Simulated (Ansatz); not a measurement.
Q: Each is relaxed and computed with LDA (plane waves, PAW; program Ansatz). Which is the only metal?
A. CsPbCl3, R32 (Cs on 3b, Pb on 3a, Cl on 9e)
B. Ti5Si, R32 (Ti on 6c, Ti on 9d, Si on 3b)
C. SiO2, I4/mmm (Si on 8h, O on 8f, O on 8i)
D. TiO2, Pbcn (Ti on 4c, O on 8d)

A: B, Ti5Si, R32 (Ti on 6c, Ti on 9d, Si on 3b). Ti5Si: metal; SiO2: gap 5.35 eV; TiO2: gap 2.68 eV (indirect); CsPbCl3: gap 1.55 eV. Not the usual ambient phase: SiO2, I4/mmm (Si on 8h, O on 8f, O on 8i); TiO2, Pbcn (Ti on 4c, O on 8d). Standing as an ambient phase not checked: Ti5Si, R32 (Ti on 6c, Ti on 9d, Si on 3b); CsPbCl3, R32 (Cs on 3b, Pb on 3a, Cl on 9e). Unstable at this level: SiO2, I4/mmm (Si on 8h, O on 8f, O on 8i). All cells were relaxed under the symmetry of their starts (and spin orders); stability against distortions was not tested throughout. Rows with no word on spin ran without spin polarisation. Spin–orbit coupling is left out wherever it is not named.

Potentials: the later of the program's two PAW sets.
